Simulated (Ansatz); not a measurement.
Computed properties of LuHg

```
Lu Hg
1.0
     3.60700    0.00000    0.00000
     0.00000    3.60700    0.00000
     0.00000    0.00000    3.60700
Lu Hg
1 1
Direct
  0.50000 0.50000 0.50000
  0.00000 0.00000 0.00000
```

Atom numbers follow the list: Lu1, Hg2.

The cell comes from COD entry 1523433, which wasn't checked; take it as a given geometry.

Spin–orbit coupling is left out, though it moves levels of the heavy atoms by tenths of an eV or more.

All numbers are computed: DFT, LDA, all-electron LAPW, scalar-relativistic (Ansatz 0.2.0); DFT, LDA, PAW with Ansatz's default frozen-core files, scalar-relativistic (Ansatz 0.2.0).

For LAPW: a Γ-centred 10×10×10 k mesh, Fermi–Dirac smearing of 0.05 eV, basis error target 0.25 meV/atom, no spin polarisation. PAW takes a cutoff of 420 eV at this cell (files made with PBE, cores remade for this functional). The Ansatz runs share mesh, smearing and spin set-up. Values come from LAPW unless marked.

```
Band gap                                          : none: with an odd electron count and no spin polarisation the bands can't all be full, a metal in this set-up (spin order or a larger cell could open a gap)
Density of states at the Fermi level (0.2 eV bin) : 1.42 states/eV per cell
Volume per atom                                   : 23.46 Å³
```

Predict this quantity. Löwdin charges (with 0.51 e of the cell spilling out of the atomic basis, so their sizes and signs hang on that basis).

Lu1 -0.49, Hg2 1.00 e.

Predict this quantity. Bader charges (from the PAW run).

Lu1 +1.41, Hg2 -1.41 e.

Give the computed value. Pressure at this cell.

-4.17 GPa.
